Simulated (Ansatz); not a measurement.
# WC: from a starting cell to a relaxed one

The start is a relaxed WC cell, doubled along one cell vector, shaken by Gaussian noise of σ = 0.08 Å a coordinate. Cell shape, volume and atoms are optimised at zero target pressure with PBEsol (plane waves to 420 eV, PAW, scalar-relativistic; Ansatz, a quantum-chemistry and plane-wave program). The first steps use a coarse 8×9×3 k-mesh.

Input geometry:
```yaml
crystal:
  lattice:
    - [3.00670, 0.00000, 0.00000]
    - [0.00000, 2.70266, 0.00000]
    - [-1.20796, 0.00000, 10.62196]
  atoms:
    - { symbol: W, position: [0.23681, 0.25351, 0.34067] }
    - { symbol: W, position: [0.21921, 0.27049, 0.84951] }
    - { symbol: W, position: [0.77796, 0.74815, 0.15816] }
    - { symbol: W, position: [0.69202, 0.75892, 0.65605] }
    - { symbol: C, position: [0.86291, 0.28102, 0.50559] }
    - { symbol: C, position: [0.88727, 0.19584, 0.99151] }
    - { symbol: C, position: [0.17463, 0.74170, 0.00545] }
    - { symbol: C, position: [0.17618, 0.76120, 0.50859] }
```

### Question
What pressure does the first self-consistent step give?

### Answer
+7 GPa (positive: the cell is compressed).

### Question
How much energy is released per atom?

### Answer
0.15 eV/atom.

### Question
Does it find its way back to the structure it was made from?

### Answer
It returns to the parent structure, P2₁/m (No. 11).

### Question
How do the shortest distances between atoms change?

### Answer
The closest pairs of elements (up to four, under 3.6 Å), start → end: C–C 1.50 → 1.59 Å; C–W 1.92 → 2.13 Å; W–W 2.62 → 2.70 Å.

### Question
What band gap does the relaxed structure have at this level?

### Answer
Zero (metallic).

It ends as:

Space group P2₁/m (No. 11); a = 3.007 Å, b = 2.702 Å, c = 5.347 Å, α = γ = 90.00°, β = 96.49°

```tsv
atom	site	symmetry	x	y	z
W	2e	m	0.2279	0.2500	0.8166
C	2e	m	0.6399	0.2500	0.5186
```

Final values are on a 16×17×9 k-mesh of the relaxed cell. No spin polarisation in the result.

The relaxed structure here is a generated cell of WC: the first start was made by placing the elements on the sites of a structure type, and the end was not matched to a known phase here, so it may be hypothetical. Known forms of WC include space group No. 187.
